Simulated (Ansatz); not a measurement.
TaTc: Boltzmann equation against the high-temperature formula (computed with Ansatz 0.2.0)

Space group Pm-3m (No. 221), 2 atoms in the cell of the first input below: a = 3.152 Å, b = 3.152 Å, c = 3.152 Å, α = 90.00°, β = 90.00°, γ = 90.00°.

The structure is a measured one, not always of the ambient phase, relaxed without spin–orbit coupling to zero pressure (pressure 0.0 GPa with this functional, without spin–orbit coupling). Functional: PBEsol.

Input:

```yaml
crystal:
  lattice:
    - [3.1521925425, 0.0, 0.0]
    - [0.0, 3.1521925425, 0.0]
    - [0.0, 0.0, 3.1521925425]
  atoms:
    - { symbol: Ta, position: [0.0, 0.0, 0.0] }
    - { symbol: Tc, position: [0.5, 0.5, 0.5] }
basis:
  ecutwfc: 600
  ecutrho_ratio: 5
kpoints:
  mp_grid: { grid: [10, 10, 10] }
hamiltonian:
  xc: pbesol
scf:
  occupations: { method: methfessel_paxton, width: 0.2 }
output: {}
phonons:
  supercell: [2, 2, 2]
  qpath:
    path:
      - [[0.0, 0.0, 0.0], [0.0, 0.5, 0.0], [0.5, 0.5, 0.0], [0.0, 0.0, 0.0], [0.5, 0.5, 0.5], [0.0, 0.5, 0.0]]
      - [[0.5, 0.5, 0.5], [0.5, 0.5, 0.0]]
    npoints: 6
  electrical_resistivity: { mesh: [20, 20, 20], temperatures: [50, 100, 200, 300, 500] }
  superconductivity: { mesh: [20, 20, 20], eliashberg_equations: false }
  masses: [{ species: Tc, mass: 98.0 }]
```

```bash
ansatz run input.yaml --threads 8 --pin off --max-ram 15360MiB --backend cpu --events-out ev --progress --plain --runs-dir out
```

Time: 31 s on 8 threads of AMD EPYC 7R43 64-Core Processor (Zen 3), on a shared host, peak memory 3 GiB.

λ_tr,xx from the finest mesh down: 0.129, 0.127, 0.159. The next coarser mesh moves the resistivity at 300 K by 10 % along the axis that moves most.

The run gives λ_tr,xx = 0.129 and a Drude plasma energy ħω_p,xx = 5.63 eV.

Estimate the resistivity along x at 300 K from the high-temperature formula.

ħ/τ = 2π λ_tr k_B T = 0.0210 eV and ρ = 1/(ε0 ω_p² τ) = 4.93 μΩ cm. The Boltzmann solution gives 3.75 μΩ cm, so the estimate is 31 % high.

```csv
T (K),ρ_xx (μΩ cm),ρ_zz (μΩ cm),"formula, xx","R_H, field along x, y or z (10⁻¹¹ m³/C)"
50,0.11,0.11,0.82,81.7
100,0.73,0.73,1.64,84.1
200,2.30,2.30,3.28,79
300,3.75,3.75,4.93,78.1
500,6.53,6.53,8.21,77.8
```

At 300 K the next coarser mesh moves R_H by up to 1 %.

At 50 K the solution is 0.13 times the linear formula, and at 500 K 0.80 times. The formula is meant for temperatures above the phonon energies and for bands that vary little within k_B T.

Caveats: no spin-orbit coupling, which matters for these elements; not converged in the fine mesh; small supercell, couplings not converged in it.
